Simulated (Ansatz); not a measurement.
Consider the following.

Bi:
```
CELL_PARAMETERS angstrom
      2.26234     1.30616     3.88373
     -2.26234     1.30616     3.88373
      0.00000    -2.61233     3.88373
ATOMIC_POSITIONS crystal
  Bi 0.23664 0.23664 0.23664
  Bi 0.76336 0.76336 0.76336
```

This is the PBEsol-relaxed structure. Tensor components refer to the Cartesian frame of this cell.

### Question
All from PBEsol (plane waves, PAW; program Ansatz), unless another level is named. Estimate the Poisson's ratio.

### Answer
0.34.

### Question
Give the elastic constants (relaxed ions, GPa).

### Answer
C11 = 72.4, C12 = 31.0, C13 = 27.5, C14 = -6.6, C33 = 41.6, C44 = 11.4.

Space group R-3m (A7 (α-As type)). The cell was relaxed with PBEsol under the symmetry of its start. As this level gives no gap, shear constants depend on the k-mesh and smearing (Fermi–Dirac, 0.1 eV here). Scalar-relativistic: spin–orbit coupling is off unless named, which matters more the heavier the elements.

Potentials: the later of the program's two PAW sets.
